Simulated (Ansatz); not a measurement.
# La5N: rattling a relaxed structure

It was reached by relaxing an invented guess, and it needn't be the stable form of this composition.

The calculation used Ansatz 0.2.0, DFT PBE, scalar-relativistic, plane waves, PAW. Plane waves to 420 eV, a k mesh through Γ of 12×12×1 on the computed 12-atom cell and Gaussian smearing (0.10 eV); no spin polarisation.

The cell below (12 atoms, space group P-3m1 (No. 164)) is relaxed within its symmetry.

```yaml
crystal:
  lattice:
    - [3.73423, 0.00000, 0.00000]
    - [-1.86712, 3.23394, 0.00000]
    - [0.00000, 0.00000, 31.09712]
  atoms:
    - { symbol: La, position: [0.00000, 0.00000, 0.00000] }
    - { symbol: La, position: [0.66667, 0.33333, 0.90638] }
    - { symbol: La, position: [0.33333, 0.66667, 0.09362] }
    - { symbol: La, position: [0.00000, 0.00000, 0.69556] }
    - { symbol: La, position: [0.66667, 0.33333, 0.59641] }
    - { symbol: La, position: [0.33333, 0.66667, 0.40359] }
    - { symbol: La, position: [0.00000, 0.00000, 0.50000] }
    - { symbol: La, position: [0.66667, 0.33333, 0.21045] }
    - { symbol: La, position: [0.00000, 0.00000, 0.30444] }
    - { symbol: La, position: [0.33333, 0.66667, 0.78955] }
    - { symbol: N, position: [0.66667, 0.33333, 0.05343] }
    - { symbol: N, position: [0.33333, 0.66667, 0.94657] }
```

For the test it was strained at random (σ = 1.5 % a component), the atoms were moved at random (σ = 0.10 Å), and all was relaxed again on a coarse 6×6×1 mesh (in the run’s order of axes) with 0.20 eV smearing, with no symmetry imposed.

**Question.** Does it come back?

**Answer.** It returns, within 1 meV/atom of the unmoved cell on that mesh and with the same symmetry when read at 0.1 Å (Cm at 0.01 Å, so small strains and shifts remain). So it is stable against the distortions that fit this cell and that this random move excites. Modes that don't fit the cell aren't tested.
